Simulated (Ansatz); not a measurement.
A trial cell of TePb was relaxed with r2SCAN (plane waves to 500 eV, PAW, scalar-relativistic; Ansatz, a program for electronic structure).

Before: Pnma (No. 62), oP8; a = 14.254 Å, b = 4.956 Å, c = 5.854 Å, α = 90.00°, β = 90.00°, γ = 90.00°.

After relaxation:

Simulated powder pattern, Cu Kα, λ = 1.54184 Å (kinematic, ideal powder, no thermal factors, no anomalous dispersion; the 24 strongest lines at most, above 1 %, up to 2θ = 90°):

```json
[
 {"2θ (°)": "23.58", "I/Imax (%)": "11"},
 {"2θ (°)": "27.29", "I/Imax (%)": "100"},
 {"2θ (°)": "38.98", "I/Imax (%)": "79"},
 {"2θ (°)": "46.06", "I/Imax (%)": "6.5"},
 {"2θ (°)": "48.23", "I/Imax (%)": "29"},
 {"2θ (°)": "56.30", "I/Imax (%)": "14"},
 {"2θ (°)": "61.88", "I/Imax (%)": "2.9"},
 {"2θ (°)": "63.67", "I/Imax (%)": "38"},
 {"2θ (°)": "70.60", "I/Imax (%)": "28"},
 {"2θ (°)": "75.60", "I/Imax (%)": "2.3"},
 {"2θ (°)": "83.71", "I/Imax (%)": "9.1"},
 {"2θ (°)": "88.50", "I/Imax (%)": "2.5"}
]
```

### Question
Identify the relaxed structure from its pattern: crystal system, space group and cell.

### Answer
Cubic, Fm-3m (No. 225), cF8, rock salt type; a = 6.536 Å, b = 6.536 Å, c = 6.536 Å, α = 90.00°, β = 90.00°, γ = 90.00°. Sites: Pb 4b (0.500, 0.500, 0.500); Te 4a (0.000, 0.000, 0.000).

### Question
Index the strongest lines.

### Answer
27.29° (200), 38.98° (220), 48.23° (222), 63.67° (420), 70.60° (422).

No spin polarisation in the result.

The run could not lose the symmetry of its start.
